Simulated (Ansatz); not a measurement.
TaRu3:
```xyz
4
Lattice="3.8543 0.0000 0.0000 0.0000 3.8543 0.0000 0.0000 0.0000 3.8543" Properties=species:S:1:pos:R:3 pbc="T T T"
Ta     1.9271     1.9271     1.9271
Ru     1.9271     0.0000     0.0000
Ru     0.0000     1.9271     0.0000
Ru     0.0000     0.0000     1.9271
```

Relaxed with PBEsol. Special points in fractions of this cell's reciprocal vectors: Γ (0.000, 0.000, 0.000); X (0.000, 0.500, 0.000); M (0.500, 0.500, 0.000); R (0.500, 0.500, 0.500).

Problem. List the band energies nearest the Fermi level at these points for plane-wave PAW PBEsol (Ansatz code).

Solution. In eV from the Fermi level; about four levels below and three above (degenerate sets whole), none deeper than 8.9 eV; points with the same levels are listed once.

```json
[
 {"k": "Γ", "below": "-5.27 -5.27 -5.27 -1.83 -1.83 -1.83", "above": "0.49 0.49 1.82"},
 {"k": "X", "below": "-0.86 -0.45 -0.45 -0.36", "above": "0.90 1.43 1.43"},
 {"k": "M", "below": "-0.98 -0.98 -0.11 -0.02", "above": "2.11 2.11 2.14"},
 {"k": "R", "below": "-1.92 -1.92 -1.92 -1.48 -1.48", "above": "0.99 1.33 1.33 1.33"}
]
```

Space group Pm-3m (Cu3Au type). The workflow started from a Materials Project entry (that database holds measured and hypothetical structures alike); the Crystallography Open Database copy checked does not list it. Its standing as an ambient phase is unchecked. The PBEsol relaxation kept the symmetry of its start; whether a distortion lowers the energy is not shown. The run is not spin-polarised. Spin–orbit coupling is left out wherever it is not named.

Potentials: the later of the program's two PAW sets.
